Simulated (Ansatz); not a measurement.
Given:

In₂Au:
```yaml
crystal:
  lattice:
    - [0.00000, 4.25963, 4.25963]
    - [4.25963, 0.00000, 4.25963]
    - [4.25963, 4.25963, 0.00000]
  atoms:
    - { symbol: In, position: [0.62500, 0.62500, 0.62500] }
    - { symbol: In, position: [0.12500, 0.62500, 0.62500] }
    - { symbol: In, position: [0.62500, 0.12500, 0.62500] }
    - { symbol: In, position: [0.62500, 0.62500, 0.12500] }
    - { symbol: Au, position: [0.25000, 0.25000, 0.25000] }
    - { symbol: Au, position: [0.00000, 0.00000, 0.00000] }
```

This is the PBE-relaxed structure.

### Question
All from DFT-PBE in the program Ansatz with PAW potentials, unless another level is named. Estimate the formation energy from the elements (no fitted shifts).

### Answer
0.29 eV/atom.

### Question
Predict the density of states at the Fermi level.

### Answer
0.44 states/eV per atom (mean over ±0.08 eV).

### Question
Next, the gap with spin–orbit coupling?

### Answer
none (metallic).

Space group Fd-3m (cubic Laves (MgCu2 type)). A made-up cell: these elements were put on the sites of a structure type; neither database checked (COD, Materials Project) lists it. COD files the formula under space group No. 225, so this cell is another polymorph or a model. Its standing as an ambient phase is unchecked. The PBE relaxation kept the symmetry of its start; whether a distortion lowers the energy is not shown. The references are the lowest solids computed at this level, not always the standard phases. Scalar-relativistic: spin–orbit coupling is off unless named, which matters more the heavier the elements.

Potentials: the earlier of the program's two PAW sets.
